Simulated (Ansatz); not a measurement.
**Work and stress of cleavage in BaSi$_{3}$Pd**

All numbers below come from Ansatz 0.2.0, DFT PBEsol, scalar-relativistic, plane waves, PAW. The runs took a 420 eV cutoff, a Γ-centred 11×11×5 mesh and Gaussian smearing (0.15 eV). No spin polarisation. Energies are free energies at this smearing, counted from the undisturbed cell; pressure is positive in compression.

Zero of the scan (relaxed at this level; it needn't be the usual structure):

```
Ba Si Pd
1.0
    -4.37333    0.00000    0.00000
     0.00000   -4.37333    0.00000
     0.00000    0.00000   10.07144
Ba Si Pd
2 6 2
Cartesian
  -2.1867 -2.1867 9.3390
  0.0000 0.0000 4.3033
  0.0000 0.0000 8.2400
  -2.1867 -2.1867 3.2042
  0.0000 -2.1867 6.8742
  -2.1867 0.0000 1.8384
  -2.1867 0.0000 6.8742
  0.0000 -2.1867 1.8384
  -2.1867 -2.1867 5.7679
  0.0000 0.0000 0.7322
```

The cut lies on the cell's a–b face, a (0 0 1) plane (indices in the standard cell, whose axes needn't be the Cartesian ones shown) of area 19.13 Å², between layers 1.46 Å apart. Vector c is lengthened by d along the normal with the atoms' Cartesian places fixed: one unrelaxed cut a cell. The traction is positive where the two halves pull on each other.

| d (Å) | energy (J/m²) | traction (GPa) |
| --- | --- | --- |
| 0.00 | 0.00 | -0.06 |
| 0.50 | 0.33 | 9.69 |
| 1.00 | 0.81 | 9.08 |
| 2.00 | 1.51 | 4.97 |
| 3.00 | 1.86 | 2.26 |
| 6.00 | 2.10 | 0.20 |

Q: What are the work of separation and the cleavage stress, and do they fit the universal binding curve?

A: The energy levels off near W ≈ 2.10 J/m² (the traction is down to 0.20 GPa), the energy of the two unrelaxed faces, 1.05 J/m² each on average. The largest sampled traction is 9.69 GPa at d = 0.50 Å, and a parabola through it and its two neighbours peaks at σ_max ≈ 10.70 GPa, d ≈ 0.72 Å. The curve E = W[1 − (1 + d/ℓ)exp(−d/ℓ)] peaks in traction at d = ℓ with σ_max = W/(eℓ); with 1 J/m² per Å = 10 GPa this W and σ_max give ℓ = 0.72 Å. A parabola through that curve at the same three d peaks at 0.75 Å, against 0.72 Å here, a fair fit. Real crystals break at far lower stress, because cracks concentrate it, and on the plane of lowest W, which needn't be this one.

The cut is rigid; relaxing the faces lowers these energies and usually the stresses.

In a metal these slopes depend on the k mesh and the smearing.

Cost: 6 runs of about 7.7 core-minutes in all, on Arm Neoverse V1 (shared hosts).